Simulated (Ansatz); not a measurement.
# Ge2Bi2O7: from a starting cell to a relaxed one

The relaxed structure here is a generated cell of Ge2Bi2O7: the first start was made by placing the elements on the sites of a structure type, and the end was not matched to a known phase here, so it may be hypothetical.

The start is a generated cell, Ge2Bi2O7 built in the pyrochlore structure type. Cell shape, volume and atoms are optimised at zero target pressure with r2SCAN (plane waves to 500 eV, PAW, scalar-relativistic; Ansatz, an electronic-structure program). The first steps use a coarse 3×3×3 k-mesh.

Initial structure:
```
CELL_PARAMETERS angstrom
      0.00000     5.11827     5.11827
      5.11827     0.00000     5.11827
      5.11827     5.11827     0.00000
ATOMIC_POSITIONS crystal
  Bi 0.12500 0.12500 0.12500
  Bi 0.12500 0.12500 0.62500
  Bi 0.12500 0.62500 0.12500
  Bi 0.62500 0.12500 0.12500
  Ge 0.62500 0.62500 0.62500
  Ge 0.62500 0.62500 0.12500
  Ge 0.62500 0.12500 0.62500
  Ge 0.12500 0.62500 0.62500
  O  0.54500 0.95500 0.95500
  O  0.95500 0.54500 0.54500
  O  0.95500 0.54500 0.95500
  O  0.54500 0.95500 0.54500
  O  0.95500 0.95500 0.54500
  O  0.54500 0.54500 0.95500
  O  0.70500 0.29500 0.70500
  O  0.29500 0.70500 0.29500
  O  0.29500 0.70500 0.70500
  O  0.70500 0.29500 0.29500
  O  0.29500 0.29500 0.70500
  O  0.70500 0.70500 0.29500
  O  0.00000 0.00000 0.00000
  O  0.25000 0.25000 0.25000
```

**Question.** How large is the pressure on the unrelaxed cell, and of which sign?

**Answer.** -3.5 GPa (negative: the cell is under tension).

**Question.** What is the largest force in the starting geometry, and on which atom (counted from 1)?

**Answer.** 1.48 eV/Å, on O9, O10, O11, O12, O13, O14, O15, O16 and others (atoms numbered as listed).

**Question.** How does the volume per atom move from start to end?

**Answer.** -2.3 %, from 12.19 to 11.91 Å³/atom.

**Question.** Is the relaxed structure metallic? Give its gap.

**Answer.** 2.91 eV, indirect (valence top at X, conduction bottom at Γ) (no spin-orbit coupling).

The space group stays Fd-3m (No. 227) (the run could not lower it), with 22 atoms in the primitive cell. Final values are on a 5×5×5 k-mesh of the relaxed cell. No spin polarisation in the result. Without spin-orbit coupling the bands of the heavy element are not split, so the gap can be far off.

The run could not lose the symmetry of its start, so the end can be a saddle point.
